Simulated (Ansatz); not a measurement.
## Tetragonal deformation path in AlGaN$_{2}$

Theory: Ansatz 0.2.0, DFT LDA, scalar-relativistic, plane waves, PAW. Settings: plane waves to 420 eV, k-mesh 8×8×6 (Γ-centred), Gaussian smearing 0.05 eV. No spin polarisation. Energies are free energies at this smearing, counted from the undisturbed cell; pressure is positive in compression.

Zero of the scan (as given, not relaxed at this level; it stands at -5.0 GPa, and it needn't be the usual structure):

```
Al Ga N
1.0
     3.14088    0.00000    0.00000
     0.00000    3.14088    0.00000
     0.00000    0.00000    4.42384
Al Ga N
1 1 2
Direct
  0.50000 0.50000 0.50000
  0.00000 0.00000 0.00000
  0.50000 0.00000 0.73826
  0.00000 0.50000 0.26174
```

At fixed volume and fractional coordinates, lengths along (0.000, 0.000, 1.000) are scaled against those across it; ρ is that ratio over its starting value.

| ρ | ΔE (meV/atom) | pressure (GPa) | gap on the mesh (eV) |
| --- | --- | --- | --- |
| 0.800 | 107.9 | -9.1 | 2.42 |
| 0.850 | ? | ? | 2.63 |
| 0.920 | 17.8 | -5.6 | 2.86 |
| 0.960 | 4.4 | -5.2 | 2.90 |
| 1.000 | 0.0 | -5.0 | 2.86 |
| 1.050 | 8.3 | -5.1 | 2.77 |
| 1.100 | 33.2 | -5.4 | 2.65 |
| 1.200 | 137.1 | -6.6 | 2.22 |
| 1.300 | 316.6 | ? | ? |

(1) Give the withheld values.

Answers

(1) ΔE (meV/atom) at ρ = 0.850: 61.3; pressure (GPa) at ρ = 0.850: -7.2; pressure (GPa) at ρ = 1.300: -8.0; gap on the mesh (eV) at ρ = 1.300: 1.51.